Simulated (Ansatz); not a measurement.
LaCl3:
```
LaCl3
1.0
    7.55928     0.00000     0.00000
   -3.77964     6.54653     0.00000
    0.00000     0.00000     4.37230
La Cl
2 6
Direct
  0.66667   0.33333   0.75000
  0.33333   0.66667   0.25000
  0.60801   0.69453   0.75000
  0.39199   0.30547   0.25000
  0.91349   0.60801   0.25000
  0.08651   0.39199   0.75000
  0.30547   0.91349   0.75000
  0.69453   0.08651   0.25000
```

Relaxed with HSE06.

Q: Give the Bader charges and basin volumes of the independent atoms, DFT-HSE06 in the program Ansatz with PAW potentials.

A: 

```tsv
atom	Bader charge (e)	Bader volume (Å³)
La1	+2.18	19.5
Cl3	-0.73	27.9
```

Space group P6_3/m. The workflow started from a Materials Project entry (that database holds measured and hypothetical structures alike); the Crystallography Open Database copy checked does not list it. Its standing as an ambient phase is unchecked. The HSE06 relaxation kept the symmetry of its start; its stability against distortions is not shown here. Scalar-relativistic: spin–orbit coupling is off unless named, which matters more the heavier the elements.

Potentials: the later of the program's two PAW sets.
